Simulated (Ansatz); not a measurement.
Relaxed-ion elastic tensor of SnO2 (rutile, P4_2/mnm) in GPa (Voigt order), LDA in the plane-wave PAW code Ansatz; density 7.05 g/cm³, 11.84 Å³ per atom.

|  | 1 | 2 | 3 | 4 | 5 | 6 |
|---|---|---|---|---|---|---|
| 1 | 249 | 179 | 155 | 0.0 | 0.0 | 0.0 |
| 2 | 179 | 249 | 155 | 0.0 | 0.0 | 0.0 |
| 3 | 155 | 155 | 431 | 0.0 | 0.0 | 0.0 |
| 4 | 0.0 | 0.0 | 0.0 | 94.7 | 0.0 | 0.0 |
| 5 | 0.0 | 0.0 | 0.0 | 0.0 | 94.7 | 0.0 |
| 6 | 0.0 | 0.0 | 0.0 | 0.0 | 0.0 | 204 |

Question: Is the crystal mechanically stable?

Answer: Yes: the smallest eigenvalue of C is 69.4 GPa.

Question: Work out the Voigt, Reuss and Hill averages.

Answer: K_V = 212, K_R = 204, K_H = 208; G_V = 108, G_R = 77.9, G_H = 92.9 GPa.

Question: Give Young's modulus, Poisson's ratio, Pugh's ratio and the universal anisotropy index.

Answer: E = 9KG/(3K + G) = 242 GPa; ν = 0.31; K/G = 2.24 (ductile by the Pugh limit of 1.75); A_U = 5G_V/G_R + K_V/K_R − 6 = 1.97.

Question: Estimate the sound speeds and the Debye temperature.

Answer: v_l = √((K + 4G/3)/ρ) = 6860 m/s, v_t = √(G/ρ) = 3630 m/s, mean 4060 m/s; Θ = (h/k)(3n/4πV)^(1/3) v_m = 530 K.

Question: How much does each axis shrink under pressure?

Answer: Linear compressibilities β_i = Σ_j S_ij (j = 1 to 3): x 2.0, y 2.0, z 0.86 per TPa.

The LDA relaxation kept the symmetry of its start; phonons on a q-mesh show no instability. Spin–orbit coupling is left out wherever it is not named.

Potentials: the earlier of the program's two PAW sets.
